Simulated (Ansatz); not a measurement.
**PbO2: do energies and stresses tell the same story?**

Theory: DFT r2SCAN, scalar-relativistic, plane waves, PAW (Ansatz).

Settings: cutoff 500 eV, Γ-centred mesh 14×14×14 on the computed 3-atom cell, Gaussian smearing of 0.10 eV; no spin polarisation.

Relaxed cell: Fm-3m, a = 5.318 Å, b = 5.318 Å, c = 5.318 Å, α = 90.00°, β = 90.00°, γ = 90.00°, 3 atoms in the primitive cell. Whether it is the stable form of this composition wasn't checked.

Energies at zero smearing and pressures from the stress tensor, at volumes with shape and atoms relaxed:
```csv
V (Å³/atom),E − E(first) (meV/atom),P (GPa)
11.028,0.00,28.63
11.404,-56.18,19.52
11.780,-92.65,11.80
12.156,-112.54,5.36
12.532,-118.59,0.03
12.908,-113.23,-4.41
13.284,-98.33,-8.10
13.785,-66.39,-12.06
```

Task: Check P = −dE/dV between neighbouring volumes, and get the bulk modulus from the pressures alone.

Result: With 1 eV/Å³ = 160.2 GPa:
```
middle V (Å³/atom)  −ΔE/ΔV (GPa) mean P (GPa)
            11.216        23.941        24.074
            11.592        15.541        15.659
            11.968         8.477         8.582
            12.344         2.580         2.696
            12.720        -2.285        -2.190
            13.096        -6.351        -6.255
            13.534       -10.208       -10.079
```

The two differ by 0.13 GPa at most. The mean of two end pressures misses the average over a step by about ΔV² P″/12, up to 0.13 GPa here; with that taken off 0.06 GPa remains. The stress is the derivative of the free energy, not of the energy at zero smearing, and with free energies 0.02 GPa remains. Around V = 12.532 Å³/atom, the two neighbours give B = −V ΔP/ΔV = 12.532 × 9.77 / 0.752 = 162.8 GPa, against B0 = 162.2 GPa from the Birch–Murnaghan fit of the energies.

Spin–orbit coupling is left out, which can shift energies with elements as heavy as these.

Cost: 9 runs of about 2.1 core-minutes in all, on Arm Neoverse V2 (shared hosts).